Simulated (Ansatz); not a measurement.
System: InP (zinc blende type, first atom moved by 0.06 Å along [111]), 2 atoms in the cell.

```
CELL_PARAMETERS angstrom
0.00000 2.98000 2.98000
2.98000 0.00000 2.98000
2.98000 2.98000 0.00000
ATOMIC_POSITIONS crystal
In 0.00581 0.00581 0.00581
P 0.25000 0.25000 0.25000
```

Code and potentials: Ansatz PAW hard set, 700 eV. Settings: k-mesh 4×4×4 Γ-centred; Fermi–Dirac smearing of 0.05 eV; no spin polarisation; no spin–orbit coupling. For HSE06: exchange singularity: Wigner-Seitz.

Plain PBE gives:

| Property | Result |
| --- | --- |
| Pressure | 0.22 GPa |
| Gap on the mesh | 0.36 eV |

| atom | Fx (eV/Å) | Fy (eV/Å) | Fz (eV/Å) |
| --- | --- | --- | --- |
| In1 | -0.280 | -0.280 | -0.280 |
| P2 | 0.280 | 0.280 | 0.280 |

(1) What changes under HSE06?

Answers

(1) The pressure falls by 1.87 GPa to -1.65 GPa; the gap rises by 0.795 eV to 1.157 eV; the forces move by 17 meV/Å (rms):

```json
{"atom": "In1", "Fx (eV/Å)": "-0.290", "Fy (eV/Å)": "-0.290", "Fz (eV/Å)": "-0.290"}
{"atom": "P2", "Fx (eV/Å)": "0.290", "Fy (eV/Å)": "0.290", "Fz (eV/Å)": "0.290"}
```

The stress includes the program's correction for the finite plane-wave basis.

The k-mesh is modest, so these values aren't fully converged in k. Spin–orbit coupling is left out; with heavy elements it can shift the gap and split levels by tenths of an eV. Potentials made with PBE were used with another functional (at least in: Ansatz PAW hard set, 700 eV (HSE06)). Semilocal functionals give gaps that mostly lie well below measured ones.
